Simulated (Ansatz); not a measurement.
A geometry of ZrS2 away from equilibrium: step 2 of the relaxation of a generated trial cell of ZrS2 in the pyrite structure type. Method: PBE (plane waves to 420 eV, PAW, scalar-relativistic; Ansatz, a first-principles code). Γ-centred k-mesh 3×3×3 on the run's cell (coarser than for final values), Fermi–Dirac smearing 0.05 eV. The plane waves were selected for a different cell earlier on the path.

```
CELL_PARAMETERS angstrom
      6.31158     0.00000     0.00000
      0.00000     6.31158     0.00000
      0.00000     0.00000     6.31158
ATOMIC_POSITIONS crystal
  Zr 0.00000 0.00000 0.00000
  Zr 0.50000 0.50000 0.00000
  Zr 0.00000 0.50000 0.50000
  Zr 0.50000 0.00000 0.50000
  S  0.37629 0.37629 0.37629
  S  0.87629 0.12371 0.62371
  S  0.62371 0.87629 0.12371
  S  0.12371 0.62371 0.87629
  S  0.62371 0.62371 0.62371
  S  0.12371 0.87629 0.37629
  S  0.37629 0.12371 0.87629
  S  0.87629 0.37629 0.12371
```

Problem. Give the Cartesian forces on all atoms (eV/Å).

Solution. 
| atom | Fx | Fy | Fz |
|---|---|---|---|
| Zr1 | 0.00 | 0.00 | 0.00 |
| Zr2 | 0.00 | 0.00 | 0.00 |
| Zr3 | 0.00 | 0.00 | 0.00 |
| Zr4 | 0.00 | 0.00 | 0.00 |
| S5 | -0.65 | -0.65 | -0.65 |
| S6 | -0.65 | 0.65 | 0.65 |
| S7 | 0.65 | -0.65 | 0.65 |
| S8 | 0.65 | 0.65 | -0.65 |
| S9 | 0.65 | 0.65 | 0.65 |
| S10 | 0.65 | -0.65 | -0.65 |
| S11 | -0.65 | 0.65 | -0.65 |
| S12 | -0.65 | -0.65 | 0.65 |

The path ends in Pa-3 (No. 205). No spin polarisation in the result.

The run could not lose the symmetry of its start, so the end can be a saddle point.

The end of the path is a generated cell of ZrS2: the first start was made by placing the elements on the sites of a structure type, and the end was not matched to a known phase here, so it may be hypothetical. Known forms of ZrS2 include space group No. 164.
